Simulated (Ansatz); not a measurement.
Crystals of one structure type (rock salt), relaxed and computed with DFT-r²SCAN in the program Ansatz with PAW potentials; HSE06 gaps on those cells.

| crystal | a (Å) | gap (eV) | HSE06 gap (eV) | Θ_D (K) | K_Hill (GPa) | electron conductivity mass (mₑ) |
|---|---|---|---|---|---|---|
| MgO | [?] | [?] | [?] | [?] | [?] | [?] |
| MgS | 5.205 | 3.47 | 3.80 | 589 | 79.9 | 0.35 |
| CaO | 4.795 | 4.20 | 5.31 | 677 | 117 | 0.56 |
| SrO | 5.160 | 3.80 | 4.80 | 442 | 93.6 | 0.51 |

Q: What belongs in the gaps?

A: 
- MgO, a (Å): 4.207
- MgO, gap (eV): 5.68
- MgO, HSE06 gap (eV): 6.52
- MgO, Θ_D (K): 954
- MgO, K_Hill (GPa): 167
- MgO, electron conductivity mass (mₑ): 0.36

All cells were relaxed under the symmetry of their starts (and spin orders); stability against distortions was not tested throughout. Spin–orbit coupling is left out wherever it is not named.

Potentials: the earlier of the program's two PAW sets.
